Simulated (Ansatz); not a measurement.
Tl (hcp, Mg type)

```xyz
2
Lattice="3.6075 0.0000 0.0000 -1.8037 3.1242 0.0000 0.0000 0.0000 5.5767" Properties=species:S:1:pos:R:3 pbc="T T T"
Tl     0.0000     2.0828     4.1826
Tl     1.8037     1.0414     1.3942
```

The volume is varied about the relaxed value V₀ at fixed cell shape. Symmetry pins the atoms to their sites.

Level of theory: PBE (plane waves to 420 eV, PAW, scalar-relativistic; Ansatz, a program for electronic structure). k mesh 15×15×9 (Γ-centred), Fermi-Dirac smearing 0.05 eV. E stands for the smeared free energy. Stress and pressure are positive under compression. With the shape held, the modulus is that of even scaling; a crystal free to change shape is softer. Spin-orbit coupling is left out, though Tl is heavy. The PAW data are Ansatz's earlier set. The relaxed volume of Tl is well above the measured one; the method has no dispersion term. Tl was relaxed with its symmetry unable to fall. The zero of ΔE is the relaxed starting cell. The last digit holds for this mesh only.

| V (Å³/atom) | ΔE (meV/atom) |
|---|---|
| 26.398 | 97.9 |
| 27.236 | 63.8 |
| 28.074 | withheld |
| 28.912 | 20.5 |
| 29.750 | 8.7 |
| 30.588 | 2.2 |
| 31.426 | 0.0 |
| 32.264 | 1.5 |
| 33.102 | 6.1 |
| 33.940 | 13.3 |
| 34.778 | 22.7 |
| 35.616 | 34.0 |
| 36.454 | 46.8 |

### Question
Fit a third-order Birch-Murnaghan form (E₀, V₀, B₀, B₀′ free) to the given rows and predict ΔE at V = 28.074.

### Answer
Least squares on the 12 given rows: ΔE = E₀ + (9V₀B₀/16)·y²·[2 + (B₀′ − 4)y], y = (V₀/V)^(2/3) − 1, with V₀ = 31.480 Å³/atom, B₀ = 26.18 GPa (160.2 GPa = 1 eV/Å³; the term in eV is multiplied by 1000), B₀′ = 5.47, E₀ = -0.03 meV/atom; root-mean-square residual 0.03 meV/atom. At 28.074 the fit gives 38.5 meV/atom; the calculation gives 38.5 meV/atom, the same to the digits shown. For the pressure the fit gives 4.1 GPa against the computed 4.1 GPa.

(Under strain, the slope of the energy per volume gives the stress and its curvature an elastic modulus.)
